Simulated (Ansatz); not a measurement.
## Property card for BiTe$_{4}$

The calculation used DFT PBE, scalar-relativistic, plane waves, PAW in Ansatz 0.2.0.

Plane waves to 420 eV, a k mesh through Γ of 10×10×10 on the computed 5-atom cell and Gaussian smearing (0.10 eV); no spin polarisation.

The structure is relaxed at this level of theory with its symmetry kept, and needn't be the ground state of this composition.

Space group I4/mmm (No. 139), tetragonal, a = 6.135 Å, c = 9.388 Å. Bi has 6 Te at 3.07–3.22 Å; Te on a site of symmetry 4mm is surrounded by 1 Te at 2.95 Å, 1 Bi at 3.22 Å and 4 Te at 3.40 Å; around Te on a site of symmetry mmm lie 2 Bi at 3.07 Å and 4 Te at 3.40 Å.

| Item | Value |
| --- | --- |
| Volume per atom | 35.33 Å³ |
| Formation energy from the elements' standard states (uncorrected) | +0.202 eV/atom |
| Kohn–Sham band gap | none (metal) |
| Density of states at the Fermi level | 3.4 states/eV per cell |
| Orbital (Löwdin) character within 0.5 eV of the Fermi level | Te 5p 83 %, Bi 6p 12 % |
| Bader charge by site (e) | Bi (1 in the cell) 0.53, Te (2 in the cell) -0.09, Te (2 in the cell) -0.17 |

Spin-orbit coupling is left out, which matters for the bands of heavy elements.

The cell was found from a structure generator's guess, not taken from experiment. Löwdin shares on free-atom orbitals overweight diffuse shells.
